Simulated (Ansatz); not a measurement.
Nb:
```cif
data_Nb
_chemical_formula_sum 'Nb1'
_space_group_name_H-M_alt 'P 1'
_space_group_IT_number 1
_cell_length_a 2.83195
_cell_length_b 2.83195
_cell_length_c 2.83195
_cell_angle_alpha 109.471
_cell_angle_beta 109.471
_cell_angle_gamma 109.471
loop_
_space_group_symop_operation_xyz
  'x, y, z'
loop_
_atom_site_label
_atom_site_type_symbol
_atom_site_fract_x
_atom_site_fract_y
_atom_site_fract_z
_atom_site_occupancy
Nb1 Nb 0.00000 0.00000 0.00000 1
```

Relaxed with PBEsol (plane waves, PAW; program Ansatz). Indices refer to the conventional cell of Im-3m, a = b = c = 3.2701 Å, α = β = γ = 90.00°.

Question: Simulate the powder diffraction pattern (Co Kα, λ = 1.79026 Å; lines above 1 %) up to 2θ = 90°.

Answer: Simulated powder pattern, Co Kα, λ = 1.79026 Å (kinematic, ideal powder, no thermal factors, no anomalous dispersion; the 30 strongest lines at most, above 1 %, up to 2θ = 90°):

```
2θ (°)  d (Å)  I/Imax (%)    hkl
------  -----  ----------  -----
45.55   2.312         100  (110)
66.39   1.635          16  (200)
84.21   1.335          35  (211)
```

Symmetry was held in the PBEsol relaxation. The run is not spin-polarised.

Potentials: the later of the program's two PAW sets.
